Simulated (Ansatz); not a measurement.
A trial structure of Al5N was built thus: random cell by space group and Wyckoff sites (P4/mmm, No. 123). The dimensions are guesses.

```cif
data_structure
_symmetry_space_group_name_H-M 'P 1'
_symmetry_Int_Tables_number 1
_cell_length_a 3.8515
_cell_length_b 3.8515
_cell_length_c 6.1600
_cell_angle_alpha 90.000
_cell_angle_beta 90.000
_cell_angle_gamma 90.000
_cell_volume 91.38
loop_
_atom_site_label
_atom_site_type_symbol
_atom_site_fract_x
_atom_site_fract_y
_atom_site_fract_z
_atom_site_occupancy
Al1 Al 0.23533 0.23533 0.00000 1
Al2 Al 0.76467 0.76467 0.00000 1
Al3 Al 0.76467 0.23533 0.00000 1
Al4 Al 0.23533 0.76467 0.00000 1
Al5 Al 0.00000 0.00000 0.50000 1
N1 N 0.50000 0.50000 0.50000 1
```

Theory: DFT PBE, scalar-relativistic, plane waves, PAW in Ansatz 0.2.0. Cutoff 420 eV, Gaussian smearing, Γ-centred meshes. Cell and atoms relax first on a coarse mesh and then on a finer one. In between, the cell is made exact in the group found at 0.06 Å. In metals the finer mesh still leaves noise of several meV/atom or more. The steps can't lower the symmetry of their start. No spin polarisation in the relaxation; trial moments died out in a coarse test.

A guess keeps its type if space group and coordination stay and the shape of the cell changes little (axis ratios within about 15 %, angles within 6°); the volume may change.

Q: Does it keep its structure type, or change into something else?

A: It doesn't keep its type. The symmetry stays P4/mmm (No. 123). The volume per atom grows by 7.5 %, from 15.2 to 16.4 Å³. The shortest distance goes from 1.81 Å (Al–Al) to 2.34 Å (Al–N). The ratio c/a of the conventional cell changes by a factor of 0.30. Counting neighbours within 15 % of an atom's shortest distance, the start has Al 4, N 4 and the end Al 4/10, N 8. In detail, at the end Al on a site of symmetry m2m has 2 N at 2.34 Å and 6 Al at 2.62–2.85 Å; Al on a site of symmetry 4/mmm is surrounded by 10 Al at 2.70–2.85 Å; around N lie 8 Al at 2.34 Å and 2 N at 2.85 Å.

```
CELL_PARAMETERS angstrom
5.86943 0.00000 0.00000
0.00000 5.86943 0.00000
0.00000 0.00000 2.85070
ATOMIC_POSITIONS crystal
Al 0.27688 0.27688 0.00000
Al 0.72312 0.72312 0.00000
Al 0.72312 0.27688 0.00000
Al 0.27688 0.72312 0.00000
Al 0.00000 0.00000 0.50000
N 0.50000 0.50000 0.50000
```

The last run used a 6×6×14 mesh (in the run's order of axes) for its 6-atom cell and Gaussian smearing of 0.10 eV. A structure relaxed within its symmetry needn't be a true minimum.

In counts of neighbours, a slash parts the counts of unlike sites.
